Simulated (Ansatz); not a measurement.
One input, then a changed one: BiTe

First run: DFT, LDA, all-electron LAPW, scalar-relativistic (Ansatz 0.2.0).

Command: `ansatz run input.yaml --threads 1 --pin off --max-ram 2048MiB --backend cpu --events-out ev --progress --plain --runs-dir out` It took 20 s on 1 thread of Arm Neoverse V2, with other jobs on the host, peak memory 0.39 GiB.

```yaml
crystal:
  lattice:
    - [0.0, 3.0201110436, 3.0201110436]
    - [3.0201110436, 0.0, 3.0201110436]
    - [3.0201110436, 3.0201110436, 0.0]
  atoms:
    - { symbol: Bi, position: [0.0, 0.0, 0.0] }
    - { symbol: Te, position: [0.5, 0.5, 0.5] }
kpoints:
  mp_grid: { grid: [10, 10, 10] }
  band_path:
    path:
      - [0.0, 0.0, 0.0]
      - [0.5, 0.0, 0.5]
      - [0.625, 0.25, 0.625]
      - [0.375, 0.375, 0.75]
      - [0.0, 0.0, 0.0]
      - [0.5, 0.5, 0.5]
      - [0.5, 0.25, 0.75]
      - [0.5, 0.0, 0.5]
    npoints: 6
scf:
  occupations: { method: fermi_dirac, width: 0.05 }
hamiltonian:
  xc: lda
  pseudopotentials: { kind: all_electron, lapw: { basis_error: 0.001 } }
output:
  forces: true
  stress: true
  eigenvalues: true
  populations: true
```

The base volume is that of a database entry, so it needn't be at zero pressure; the structure needn't be the stable phase, at rest or compressed.

This run: volume at 0.8 of the series' base cell.

It converges in 7 SCF iterations at a pressure of 12.09 GPa.

The input is then changed:

```diff
 scf:
-  occupations: { method: fermi_dirac, width: 0.05 }
+  occupations: { method: cold, width: 0.005 }
+  n_extra_bands: 32
 hamiltonian:
```

**Question.** What does the second run give?

**Answer.** It converges in 8 SCF iterations at a pressure of 12.03 GPa, free energy +3.2 meV/atom against the first run's. More than one line changes, and not each need have an effect. Results part of its log:
```
SCF 1 converged in 8 iterations: F = -770127.145958 eV  dr2 = 4.14e-8
NSCF: frozen V_eff on 43 k-points
SCF converged after 8 iterations
Stability not checked: this state was not tested for a lower state beside it, because cold or Methfessel-Paxton smearing, or corrected tetrahedra, fill the levels in a way that the test cannot read (fill_not_monotonic; see scf.lower_state_search)
Free energy (F): -770127.145958 eV
Harris-Foulkes:  -770127.145958 eV  (|F-HF|=5.24e-9)
Internal energy: -770127.145907 eV  (E = F + TS)
E sigma→0 (E₀):  -770127.145941 eV
[... lines left out ...]
  k-point 1: bands = ["-143.2018", "-137.1103", "-132.3309", "-132.3286", "-132.3286", "-132.3286", "-132.3268", "-132.3268", "-132.3268", "-93.4246", "-93.4246", "-93.4246", "-75.2374", "-75.2374", "-75.2374", "-21.0444", "-21.0444", "-21.0339", "-21.0338", "-21.0338", "-6.6925", "-6.6925", "-6.6680", "-6.6670", "-6.6670", "1.4331", "8.7223", "13.4367", "13.4367", "13.6517", "18.5467", "18.5883", "18.5883", "20.7106", "21.1566", "21.1566", "23.3371", "24.2293", "24.2293", "24.3550", "33.3882", "33.3882", "34.2318", "35.3027", "36.4269", "36.4269", "39.1417", "39.1417", "39.4768", "39.5047", "39.5047", "40.0906", "40.9210", "40.9210", "41.3559", "41.6666", "41.6666", "42.0640", "44.5923", "45.2221", "48.3100", "48.6327", "48.6327"]
  k-point 2: bands = ["-143.2018", "-137.1103", "-132.3309", "-132.3286", "-132.3286", "-132.3286", "-132.3268", "-132.3268", "-132.3268", "-93.4246", "-93.4246", "-93.4246", "-75.2374", "-75.2374", "-75.2374", "-21.0442", "-21.0442", "-21.0337", "-21.0335", "-21.0335", "-6.6964", "-6.6964", "-6.6674", "-6.6634", "-6.6634", "1.7754", "7.6963", "13.5477", "13.5477", "14.1170", "17.5760", "17.6309", "17.6309", "20.8115", "21.7596", "21.7596", "25.1930", "25.7207", "25.7207", "25.9718", "31.5635", "31.5635", "32.9009", "34.5562", "36.5833", "36.5833", "38.0634", "38.0634", "39.4617", "39.4617", "39.5125", "40.0465", "40.3160", "41.4481", "41.4481", "41.8973", "43.3123", "43.3123", "43.9489", "44.8655", "46.2980", "46.4029", "46.4029"]
  k-point 46: bands = ["-143.2018", "-137.1103", "-132.3309", "-132.3286", "-132.3286", "-132.3286", "-132.3268", "-132.3268", "-132.3268", "-93.4246", "-93.4246", "-93.4246", "-75.2374", "-75.2374", "-75.2374", "-21.0448", "-21.0433", "-21.0335", "-21.0325", "-21.0314", "-6.7266", "-6.6927", "-6.6663", "-6.6552", "-6.6423", "4.3658", "5.2185", "9.9233", "10.5460", "14.1459", "17.0148", "19.9237", "21.5561", "21.8946", "22.9827", "27.1522", "27.2375", "27.6171", "27.8261", "28.1916", "30.4757", "32.0786", "32.6168", "32.6778", "34.1853", "34.3560", "34.4759", "34.6056", "35.7695", "35.9933", "36.1784", "37.3730", "37.9742", "40.7837", "41.1966", "42.0083", "42.4183", "43.3253", "43.8307", "45.3726", "45.6554", "46.3623", "47.3949"]
--- Löwdin populations: 2 sites ---
  site symbol       q [e]
     0     Bi     82.9793
     1     Te     51.9324
  spilling = 0.000654 (of n_electrons = 135.000000)
```
